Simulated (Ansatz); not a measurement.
Si:
Space group Cmcm (No. 63); a = 3.831 Å, b = 10.718 Å, c = 12.684 Å, α = β = γ = 90.00°

```tsv
atom	site	symmetry	x	y	z
Si	8f	m..	0.0000	0.2427	0.5549
Si	8f	m..	0.0000	0.5713	0.1573
Si	8f	m..	0.0000	0.0287	0.5906
```
(The calculation used a cell of 12 atoms; values per cell refer to that cell.)

Relaxed with r²SCAN. Plane-wave PAW r²SCAN (Ansatz code) gives a gap of 0.70 eV.

**Question.** What gap does HSE06 give on the same cell (Ansatz, PAW)?

**Answer.** 1.04 eV, 0.34 eV more. The hybrid was solved on a coarser mesh and at special points; its gap is the smallest among all of these.

```tsv
k	v1 r²SCAN	c1 r²SCAN	v1 HSE06	c1 HSE06
Γ	-0.48	0.82	-0.48	1.24
Y	0.00	0.78	0.00	1.11
T	-0.13	0.73	…	…
Z	-0.94	1.27	-0.98	1.68
S	-1.30	1.42	…	…
R	-1.72	1.64	…	…
Σ0	-1.28	1.04	…	…
A0	-1.47	1.03	-1.50	1.40
```

**Question.** Top valence (v1) and lowest conduction level (c1) in eV from each method's valence maximum (which need not be a listed point): supply the withheld HSE06 values.

**Answer.** 
- R, v1 HSE06: -1.76
- R, c1 HSE06: 2.04
- T, v1 HSE06: -0.13
- T, c1 HSE06: 1.08
- S, v1 HSE06: -1.32
- S, c1 HSE06: 1.85
- Σ0, v1 HSE06: -1.31
- Σ0, c1 HSE06: 1.44

Cost on shared cores: the r²SCAN run (SCF on a 8×8×3 mesh, then bands and DOS) roughly 5 core-minutes, the HSE06 run (SCF on 5×5×2, then a few points) about 7 core-minutes (a rough figure); the tasks are unlike.

The workflow started from a Materials Project entry (that database holds measured and hypothetical structures alike); the Crystallography Open Database copy checked does not list it. It is not the phase usual at ambient conditions (space group No. 227). Symmetry was held in the r²SCAN relaxation; phonons on a q-mesh show no instability.

Potentials: the earlier of the program's two PAW sets.
